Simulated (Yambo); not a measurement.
Yambo run on CsPbBr₃ (cubic perovskite, space group Pm-3m, No. 221). The wavefunctions are PBE (stringent potentials; pw.x of Quantum ESPRESSO, ONCV potentials, no spin-orbit coupling) ones on a 2×2×2 mesh (41 occupied bands); a = b = c = 5.878 Å, α = β = γ = 90.00°.

Yambo input:

```
rim_cut
gw0
dyson
el_el_corr
HF_and_locXC
cohsex
em1s
RandQpts= 1000000
RandGvec= 1 Ry
EXXRLvcs= 88 Ry
VXCRLvcs= 352 Ry
Chimod= "HARTREE"
% BndsRnXs
 20 | 581 |
%
NGsBlkXs= 12 Ry
% LongDrXs
 1.0 | 1.0 | 1.0 |
%
ExtendOut
% QPkrange
 4 | 4 | 41 | 42 |
%
```

k points by index: 4 = R.

The o-*.qp file then holds:

```
#    K-point    Band    Eo [eV]    E [eV]    E-Eo [eV]    Vxc [eV]    Vnlxc [eV]    Sc|Eo [eV]    Re(Z)    Im(Z)
#
    4    41    0.000000    -3.511136    -3.511136    -15.77813    -19.04101    -0.248261    1.000000    0.000000
    4    42    1.560024    0.606529    -0.953495    -10.56881    -6.777673    -4.744637    1.000000    0.000000
```
(The two width columns are left out.) Convergence of these settings isn't established.

Geometry relaxed with PBEsol.
